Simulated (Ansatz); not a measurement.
# Every step of a relaxation of As

DFT, PBE, PAW with Ansatz's default frozen-core files, scalar-relativistic (Ansatz 0.2.0); a Γ-centred 11×11×11 k mesh, Fermi–Dirac smearing of 0.05 eV, no spin polarisation. The run relaxes cell and atoms at a target pressure of 0 GPa.

Command: `ansatz run input.yaml --threads 1 --pin off --max-ram 3072MiB --backend cpu --events-out ev --progress --plain --runs-dir out` It took 41 s on 1 thread of Arm Neoverse V1 (shared host), peak memory 0.43 GiB.

```yaml
crystal:
  lattice:
    - [1.8807968987, 1.0858785957, 3.5140619945]
    - [-1.8807968987, 1.0858785957, 3.5140619945]
    - [0.0, -2.1717571915, 3.5140619945]
  atoms:
    - { symbol: As, position: [0.774, 0.774, 0.774] }
    - { symbol: As, position: [0.226, 0.226, 0.226] }
kpoints:
  mp_grid: { grid: [11, 11, 11] }
scf:
  occupations: { method: fermi_dirac, width: 0.05 }
hamiltonian:
  xc: pbe
  pseudopotentials: { kind: paw }
output:
  forces: true
  stress: true
  write_density: true
  write_potential: true
  elf: true
  volumetric_format: npy
relax:
  f_tol: 0.003
  max_steps: 80
  cell: {}
```

Each step lists its free energy a cell above the last geometry, the pressure, the cell vectors (Å), and Cartesian positions (Å) with forces (eV/Å).

The first step:

```
step 1  dF = 25.14 meV  P = 3.74 GPa
  cell 1.8808 1.0859 3.5141  -1.8808 1.0859 3.5141  0.0000 -2.1718 3.5141
  As 0.0000 0.0000 8.1597   0.0000 0.0000 -0.4321
  As 0.0000 0.0000 2.3825   0.0000 0.0000 0.4321
```

Where does the relaxation end, and by which steps?

After 5 geometries, with conventional a, b, c = 3.812, 3.812, 10.772 Å, at 22.589 Å³/atom (+4.92 % against the start) in space group R-3m, with a shortest distance of 2.550 Å. The further steps:
```
step 2  dF = 1.33 meV  P = -0.67 GPa
  cell 1.9157 1.1060 3.5908  -1.9157 1.1060 3.5908  0.0000 -2.2121 3.5908
  As 0.0000 0.0000 8.3350   0.0000 0.0000 0.0074
  As 0.0000 0.0000 2.4373   0.0000 0.0000 -0.0074
step 3  dF = 0.67 meV  P = -0.02 GPa
  cell 1.9029 1.0986 3.5864  -1.9029 1.0986 3.5864  0.0000 -2.1973 3.5864
  As 0.0000 0.0000 8.3152   0.0000 0.0000 0.0960
  As 0.0000 0.0000 2.4440   0.0000 0.0000 -0.0960
step 4  dF = 0.01 meV  P = -0.01 GPa
  cell 1.9063 1.1006 3.5869  -1.9063 1.1006 3.5869  0.0000 -2.2012 3.5869
  As 0.0000 0.0000 8.3229   0.0000 0.0000 0.0031
  As 0.0000 0.0000 2.4377   0.0000 0.0000 -0.0031
step 5  dF = 0.00 meV  P = 0.00 GPa
  cell 1.9058 1.1003 3.5907  -1.9058 1.1003 3.5907  0.0000 -2.2006 3.5907
  As 0.0000 0.0000 8.3324   0.0000 0.0000 0.0003
  As 0.0000 0.0000 2.4397   0.0000 0.0000 -0.0003
step 6  dF = -0.33 meV  P = 0.01 GPa  (same geometry on a basis chosen anew; earlier energies don't compare to the last digit)
  cell 1.9058 1.1003 3.5907  -1.9058 1.1003 3.5907  0.0000 -2.2006 3.5907
  As 0.0000 0.0000 8.3324   0.0000 0.0000 0.0004
  As 0.0000 0.0000 2.4397   0.0000 0.0000 -0.0004
```
